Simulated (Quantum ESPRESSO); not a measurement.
# Moving one atom in Al2InGaAs4

Calculated results; nothing here was measured. They come from pw.x of Quantum ESPRESSO 7.5, a plane-wave density functional program, with PseudoDojo standard norm-conserving files (v0.5 for PBE, v0.4.1 for LDA and PBEsol). The cells are made up: elements, strain and atom displacements were drawn at random, and nothing was relaxed. There is no spin polarisation, spin-orbit coupling or dispersion term.

The cell has 8 sites of a zincblende or diamond lattice. Sites 1 to 4 hold Al In Al Ga; sites 5 to 8 hold As As As As. Cell vectors in Å: (5.796, -0.018, -0.030); (-0.018, 5.623, -0.017); (-0.030, -0.017, 5.692). Settings: PBE, cutoff 1143 eV, 4 x 4 x 4 k mesh shifted by half a step, Fermi-Dirac smearing of 0.025 eV.

Each run shifts the As atom on site 8 along y and leaves all else fixed. Site 1 is one of its nearest neighbours. E is the free energy of the cell above the lowest run shown.

| run | shift (Å) | Fy on site 8 (eV/Å) | Fy on site 1 (eV/Å) | P (GPa) | E (meV) |
| --- | --- | --- | --- | --- | --- |
| 1 | -0.1478 | 2.549 | 0.080 | 6.50 | 288.9 |
| 2 | -0.1122 | 2.160 | 0.178 | 6.36 | 205.1 |
| 3 | -0.0451 | 1.417 | 0.371 | 6.16 | 84.9 |
| 4 | 0.0222 | 0.668 | 0.575 | 6.03 | 14.7 |
| 6 | 0.1145 | -0.343 | 0.865 | 5.96 | 0.0 |
| 7 | 0.1579 | -0.805 | 1.002 | 5.97 | 25.0 |
| 5 | 0.0442 | ? | ? | ? | ? |

A rerun of one of these cells at 1437 eV and k mesh 6 x 6 x 6 moved values by no more than 0.011 eV in the cell's energy, 0.02 GPa in stress and 0.005 eV/Å in force.

## Worked fit

A parabola through the six runs shown gives Fy on site 8 = 0.915 - 11.00 u + 0.5 u² eV/Å, with u in Å and a scatter of 0.006 eV/Å. Minus the slope, 11.00 ± 0.12 eV/Å², is this atom's force constant along y at u = 0, with its periodic images moving too. The fitted force vanishes at u = 0.083 Å, where the energy should be lowest along this line. The error is the larger of the fit's own and the change that a cubic makes, rounded up.

## Withheld run

Question: what Fy on site 8 should run 5 give?

The fit gives 0.430 eV/Å. The calculation gave 0.424 eV/Å.

```
run,shift (Å),Fy on site 8 (eV/Å),Fy on site 1 (eV/Å),P (GPa),E (meV)
5,0.0442,0.424,0.644,6.00,2.7
```